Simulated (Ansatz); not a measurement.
LiCl:
```
CELL_PARAMETERS angstrom
      0.00000     2.55614     2.55614
      2.55614     0.00000     2.55614
      2.55614     2.55614     0.00000
ATOMIC_POSITIONS crystal
  Li 0.00000 0.00000 0.00000
  Cl 0.50000 0.50000 0.50000
```

Tensor components refer to the Cartesian frame of this cell.

### Question
Give the high-frequency dielectric tensor and the Born effective charge tensors of the independent atoms from DFPT, r²SCAN (plane waves, PAW; program Ansatz).

### Answer

ε∞:
```
2.83  0.00  0.00
0.00  2.83  0.00
0.00  0.00  2.83
```
Z* of atom 1 (Li), rows: field, columns: displacement, in e:
```
1.17  0.00  0.00
0.00  1.17  0.00
0.00  0.00  1.17
```
Z* of atom 2 (Cl), rows: field, columns: displacement, in e:
```
-1.17   0.00   0.00
 0.00  -1.17   0.00
 0.00   0.00  -1.17
```

Static charges for comparison (Bader): Li1 +0.91, Cl2 -0.91 e. Born charges measure polarisation by displacement and can exceed these by far.

Space group Fm-3m (rock salt). Symmetry was held in the r²SCAN relaxation; phonons on a q-mesh show no instability.

Potentials: the later of the program's two PAW sets.
